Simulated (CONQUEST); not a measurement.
CONQUEST is run on Ge2Mo (Pnma, 12 atoms in the cell; from Materials Project mp-13688, lattice scaled a little), and the run fails. The aim is a self-consistent single point with DFT, PBEsol, numerical atomic orbitals double-zeta with polarisation (the shipped basis), PseudoDojo norm-conserving potentials made for PBEsol.

Input:

```
# files in the folder: Ge.ion Mo.ion (PseudoDojo PBEsol potentials, DZP orbitals)
# file: Conquest_input
IO.Title                       Ge2Mo
IO.Coordinates                 Ge2Mo.in
IO.FractionalAtomicCoords      F
IO.WriteOutToFile              F
IO.Iprint                      2
IO.AtomChargeOutput            T

General.NumberOfSpecies        2
%block ChemicalSpeciesLabel
  1 72.6300 Ge
  2 95.9500 Mo
%endblock

Grid.GridCutoff                140
DM.SolutionMethod              diagon
Diag.MPMesh                    T
Diag.MPMeshX                   2
Diag.MPMeshY                   4
Diag.MPMeshZ                   2
Diag.SmearingType              1
Diag.MPOrder                   0
Diag.kT                        0.004998

minE.SCTolerance               1.0e-06
SC.MaxIters                    4
SC.LinearMixingFactor          0.3
SC.KerkerPreCondition          T
SC.KerkerFactor                0.5
AtomMove.TypeOfRun             static
# file: Ge2Mo.in
    11.938038657      0.000000000      0.000000000
     0.000000000      6.508757235      0.000000000
     0.000000000      0.000000000     16.129651512
12
   11.180928245     1.627189309     5.944905658  1 T T T
    0.757110412     4.881567926    10.184745854  1 T T T
    6.726129740     4.881567926    14.009731414  1 T T T
    5.211908917     1.627189309     2.119920098  1 T T T
    7.583997198     4.881567926     7.413833021  1 T T T
    4.354041459     1.627189309     8.715818491  1 T T T
   10.323060787     1.627189309    15.478658777  1 T T T
    1.614977869     4.881567926     0.650992735  1 T T T
    2.985822848     1.627189309    13.372610179  2 T T T
    8.952215808     4.881567926     2.757041333  2 T T T
    2.983196480     4.881567926     5.307784423  2 T T T
    8.954842177     1.627189309    10.821867089  2 T T T
```

Output (repeated stretches shortened):

```
    new_SC_potl: Starting.  Tolerance:  0.10000E-05

    PulayMixSC: Starting Pulay mixing, A_up =  0.300 A_dn =  0.300
    PulayMixSC: Spin non-polarised calculation.
    PulayMixSC: with Kerker preconditioning, q0 =  0.500
          Harris-Foulkes Energy            :      -994.771911138491873 Ha
          GroundState Energy (kT --> 0)    :      -994.771911492036111 Ha
          Free Energy (E-TS)               :      -994.771911845580235 Ha
          DFT Total Energy                 :      -994.397091490336265 Ha
          Total number of electrons        :       167.999999999996703
   [... lines left out ...]
    PulayMixSC: Pulay iteration     3 residual:              0.42743E-03
          Harris-Foulkes Energy            :      -994.647301967374233 Ha
          GroundState Energy (kT --> 0)    :      -994.647302383249439 Ha
          Free Energy (E-TS)               :      -994.647302799124532 Ha
          DFT Total Energy                 :      -994.641584746395324 Ha
          Total number of electrons        :       168.000077158048981
    PulayMixSC: Pulay iteration     4 residual:              0.25561E-03
          ********** LateSC **********
  Error in process    1
  Error in process    1
  lateSC: too many iterations:          4         4
  lateSC: too many iterations:          4         4
MPI_ABORT was invoked
```

The error message:

```
********** LateSC **********
lateSC: too many iterations:          4         4
```

The fault is an iteration limit that is too low. The loop is cut before its threshold is met, so whatever is printed at the end is not self-consistent. To fix it, raise the limit. The run ended unconverged after 4 iterations.

An input that runs soundly differs in these lines (not the only fix; some lines may just follow from the change or write a value another way):
```diff
-SC.MaxIters                    4
+SC.MaxIters                    100
```

With that input, the run converged in 20 iterations: free energy E − TS -27065.6283 eV; pressure 2.99 GPa; largest force (vector length) 0.224 eV/Å (DFT, PBEsol, numerical atomic orbitals double-zeta with polarisation (the shipped basis), PseudoDojo norm-conserving potentials made for PBEsol).

On the sound run: the program uses no crystal symmetry, so grid and mesh can part values that symmetry would make equal. The atom-centred basis is finite, which shifts total energies, pressures and forces against plane waves. The structure comes from a collection of computed structures, made at another level of theory; the collection holds predicted forms beside known ones. Its lattice was then scaled.
